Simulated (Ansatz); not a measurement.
**As₂Ru in Ansatz, settings compared**

input.yaml:

```yaml
crystal:
  lattice:
    - [-2.9868087, 2.9868087, 2.66143316]
    - [2.9868087, -2.9868087, 2.66143316]
    - [2.9868087, 2.9868087, -2.66143316]
  atoms:
    - { symbol: As, position: [0.665, 0.165, 0.83] }
    - { symbol: As, position: [0.165, 0.335, 0.5] }
    - { symbol: As, position: [0.335, 0.835, 0.17] }
    - { symbol: As, position: [0.835, 0.665, 0.5] }
    - { symbol: Ru, position: [0.25, 0.25, 0.0] }
    - { symbol: Ru, position: [0.75, 0.75, 0.0] }
  symmetry: { tolerance: 0.0003 }
kpoints:
  mp_grid: { grid: [5, 5, 5], shift: [0, 0, 0] }
magnetization:
  spin_polarized: false
scf:
  occupations: { method: tetrahedron }
hamiltonian:
  pseudopotentials: { kind: paw }
  xc: r2scan
basis:
  ecutwfc: 500
output:
  forces: true
  stress: true
  eigenvalues: true
relax:
  max_steps: 40
  cell: {}
```

The command:

```bash
ansatz run input.yaml --threads 1 --pin off --max-ram 2560MiB --backend cpu --events-out ev --progress --plain --runs-dir out
```

Origin of the cell: a known structure type with other elements, at an estimated volume, so it need not be a known compound.

Output of this run (shortened):

```
SCF iter   1: F=—  HF=-31239.136132 eV  Δρ=6.78e-3  dr2=1.61e-2  dr2_τ=1.87e-2  defer=6
SCF iter   2: F=—  HF=-31239.218162 eV  Δρ=4.15e-3  dr2=7.92e-3  dr2_τ=2.89e-4  defer=46
SCF iter   3: F=—  HF=-31239.222504 eV  Δρ=1.90e-3  dr2=1.99e-3  dr2_τ=1.47e-4  defer=46
SCF iter   4: F=—  HF=-31239.223985 eV  Δρ=6.72e-4  dr2=6.65e-4  dr2_τ=7.55e-5  defer=46
SCF iter   5: F=—  HF=-31239.223968 eV  Δρ=2.49e-4  dr2=5.98e-5  dr2_τ=1.44e-6  defer=46
SCF iter   6: F=—  HF=-31239.223976 eV  Δρ=6.16e-5  dr2=5.05e-6  dr2_τ=9.23e-8  defer=46
SCF iter   7: F=—  HF=-31239.223961 eV  Δρ=2.15e-5  dr2=6.96e-7  dr2_τ=3.45e-8  defer=46
SCF iter   8: F=—  HF=-31239.223961 eV  Δρ=4.25e-6  dr2=3.26e-8  dr2_τ=7.84e-10  defer=46
SCF iter   9: F=—  HF=-31239.223960 eV  Δρ=1.26e-6  dr2=1.39e-9  dr2_τ=3.29e-11  defer=46
SCF iter  10: F=—  HF=-31239.223960 eV  Δρ=4.00e-7  dr2=1.56e-10  dr2_τ=1.10e-11  defer=46
SCF iter  11: F=-31239.223959 eV  HF=-31239.223959 eV  Δρ=9.26e-8  dr2=8.60e-12  dr2_τ=3.19e-13
relax step   1: F+E_penalty+E_count = -31239.223959 eV  Δ(F+E_penalty+E_count) = +0.000e0 eV  max|allowed force component| = 5.321e-1 eV/Å  Δτ_max = 0.0000 Å  P = +5.548 GPa  Ω = 94.971 Å³  (11 SCF iters, accepted)
relax step   2: F+E_penalty+E_count = -31239.713373 eV  Δ(F+E_penalty+E_count) = -4.894e-1 eV  max|allowed force component| = 2.200e-1 eV/Å  Δτ_max = 0.0530 Å  P = -0.963 GPa  Ω = 97.450 Å³ […]
relax step   3: F+E_penalty+E_count = -31239.778121 eV  Δ(F+E_penalty+E_count) = -6.475e-2 eV  max|allowed force component| = 2.208e-1 eV/Å  Δτ_max = 0.0528 Å  P = +1.113 GPa  Ω = 95.866 Å³ […]
relax step   4: F+E_penalty+E_count = -31239.796754 eV  Δ(F+E_penalty+E_count) = -1.863e-2 eV  max|allowed force component| = 2.774e-2 eV/Å  Δτ_max = 0.0260 Å  P = +0.151 GPa  Ω = 96.536 Å³ […]
relax step   5: F+E_penalty+E_count = -31239.796483 eV  Δ(F+E_penalty+E_count) = +2.717e-4 eV  max|allowed force component| = 7.432e-5 eV/Å  Δτ_max = 0.0028 Å  P = -0.100 GPa  Ω = 96.683 Å³ […]
relax step   6: F+E_penalty+E_count = -31239.796644 eV  Δ(F+E_penalty+E_count) = +1.104e-4 eV  max|allowed force component| = 5.395e-3 eV/Å  Δτ_max = 0.0023 Å  P = +0.023 GPa  Ω = 96.605 Å³ […]
relax step   7: F+E_penalty+E_count = -31239.796706 eV  Δ(F+E_penalty+E_count) = +4.799e-5 eV  max|allowed force component| = 1.342e-2 eV/Å  Δτ_max = 0.0015 Å  P = +0.073 GPa  Ω = 96.577 Å³ […]
relax step   8: F+E_penalty+E_count = -31239.796737 eV  Δ(F+E_penalty+E_count) = +1.776e-5 eV  max|allowed force component| = 1.976e-2 eV/Å  Δτ_max = 0.0008 Å  P = +0.107 GPa  Ω = 96.559 Å³ […]
relax step   9: F+E_penalty+E_count = -31239.796752 eV  Δ(F+E_penalty+E_count) = +2.113e-6 eV  max|allowed force component| = 2.376e-2 eV/Å  Δτ_max = 0.0004 Å  P = +0.129 GPa  Ω = 96.547 Å³ […]
relax step  10: F+E_penalty+E_count = -31239.796550 eV  Δ(F+E_penalty+E_count) = +2.024e-4 eV  max|allowed force component| = 1.224e-4 eV/Å  Δτ_max = 0.0025 Å  P = -0.004 GPa  Ω = 96.621 Å³ […]
relax step  11: F+E_penalty+E_count = -31239.797845 eV  Δ(F+E_penalty+E_count) = -1.296e-3 eV  max|allowed force component| = 1.495e-3 eV/Å  Δτ_max = 0.0000 Å  P = +0.000 GPa  Ω = 96.621 Å³  stress off target by 1.79e-2 GPa […]
SCF 11 converged in 8 iterations: F = -31239.797845 eV  dr2 = 2.77e-12
basis re-selected at this cell: Δ(F+E_penalty+E_count) = -1.296e-3 eV, ΔP = +0.004 GPa vs the last step (what re-selecting the basis moved, of the pressure what is left beyond the Pulay corre […]
SCF converged after 8 iterations
Stability not checked: this state was not tested for a lower state beside it, because cold or Methfessel-Paxton smearing, or corrected tetrahedra, fill the levels in a way that the test cannot read (fill_not_monotonic; […]
Free energy (F): -31239.797845 eV
Harris-Foulkes:  -31239.797845 eV  (|F-HF|=7.28e-12)
Internal energy: -31239.795777 eV  (E = F + TS)
E sigma→0 (E₀):  -31239.797845 eV
Entropy (-TS):   -0.002069 eV (-0.345 meV/atom)
Fermi energy:    16.821451 eV
--- Per-component energies (eV) ---
  E_band       = -969.388708
  E_kinetic    = 1448.357192
  E_local      = -8397.421312  (includes V_loc(G=0)·N_el)
  E_nonlocal   = -1986.837744
  E_hartree    = 4183.816319
  E_xc         = -667.035696
  E_vxc        = -874.531827  (∫ρ·V_xc dr)
  E_paw        = -14352.368248  (= ΣΔE_a)
  E_vpaw       = 417.738427  (= ΣTr[D̂ρ^β])
  E_aug_tail   = 0.000163  (compensation charges beyond the density's cutoff)
  E_vtau       = 55.673734  (kinetic-family band-sum trace: ∫τ·v_τ [+ j·A + Jᵃ·Aᵃ] dr)
  E_ewald      = -11461.854908
  E_core_change = -6.451542  (= ΣΔE_core)
  E_smearing   = -0.002069  (= −TS)
  Σ components = -31239.797845   (vs F -31239.797845, Δ=0.00e0)
--- Forces (eV/Å), atoms counted from 1 ---
  atom   1  As    -0.001495    -0.001495     0.000000
  atom   2  As     0.001495    -0.001495     0.000000
  atom   3  As     0.001495     0.001495    -0.000000
  atom   4  As    -0.001495     0.001495     0.000000
  atom   5  Ru     0.000000     0.000000     0.000000
  atom   6  Ru     0.000000     0.000000     0.000000
  max |Σ_I F_I| component: 2.17e-18 eV/Å
--- Stress (GPa, compression-positive) ---
       -0.008747       0.000000       0.000000
        0.000000      -0.008747       0.000000
        0.000000      -0.000000       0.017859
  P = ⅓ Tr σ = 0.0001 GPa (0.001 kbar)
--- Relaxed structure (10 steps of the walk, 6 accepted, 1 SCFs on fresh bases) ---
  F+E_penalty+E_count = -31239.797845 eV   max|allowed force component| = 1.495e-3 eV/Å   (the final SCF, on the basis selected at the relaxed cell)
  cell:  # Å, volume = 96.6209 Å³
    - [-2.907862, 2.907862, 2.856692]
    - [2.907862, -2.907862, 2.856692]
    - [2.907862, 2.907862, -2.856692]
  atoms:
    - { symbol: As, position: [0.655215, 0.155215, 0.810430] }
    - { symbol: As, position: [0.155215, 0.344785, 0.5] }
    - { symbol: As, position: [0.344785, 0.844785, 0.189570] }
    - { symbol: As, position: [0.844785, 0.655215, 0.5] }
    - { symbol: Ru, position: [0.25, 0.25, -1.160e-18] }
    - { symbol: Ru, position: [0.75, 0.75, -1.160e-18] }
```

The same input was run again with these changes:

1. `basis.ecutwfc` 500 → "250 eV"; `crystal.symmetry` { tolerance: 0.0003 } → { detect: false }; `scf.eigensolver.kind` default → davidson; `basis.precision` default → f64
2. `kpoints.mp_grid.shift` [0, 0, 0] → [0.5, 0.5, 0.5]
3. `scf.occupations` { method: tetrahedron } → { method: gaussian, width: 2.0 }; `scf.max_iter` default → 75

```json
{"run": "base", "end": "converged", "SCF iterations": "99", "volume (Å³/atom)": "16.10", "max force component (eV/Å)": "0.001", "gap on mesh (eV)": "none", "moment (μB)": "–", "ΔE(σ→0) (meV/atom)": "0"}
{"run": "1", "end": "cut by time", "SCF iterations": "369", "volume (Å³/atom)": "–", "max force component (eV/Å)": "–", "gap on mesh (eV)": "–", "moment (μB)": "–", "ΔE(σ→0) (meV/atom)": "–"}
{"run": "2", "end": "converged", "SCF iterations": "59", "volume (Å³/atom)": "16.09", "max force component (eV/Å)": "0.000", "gap on mesh (eV)": "none", "moment (μB)": "–", "ΔE(σ→0) (meV/atom)": "4.83"}
{"run": "3", "end": "converged", "SCF iterations": "50", "volume (Å³/atom)": "17.09", "max force component (eV/Å)": "0.000", "gap on mesh (eV)": "–", "moment (μB)": "–", "ΔE(σ→0) (meV/atom)": "47.18"}
```

Energies are compared only where functional, datasets, charge and starting cell are the same.

Run 3 relaxed to another structure than the base run, so its differences aren't those of the setting alone.

Not properties of the system: run 3 (a smearing of electronvolts).

Caveats of the base run: forces and stress under tetrahedra may miss the slope of the energy; no moments, though an odd count or open d shells may carry them; the k mesh is coarse if the cell is a metal; the relaxation held the start's symmetry, so the end may be a saddle point.

Run 3: wide smearing.

The base run took 57 s of wall time on 1 CPU thread(s) of a shared host, from the program's own first density.
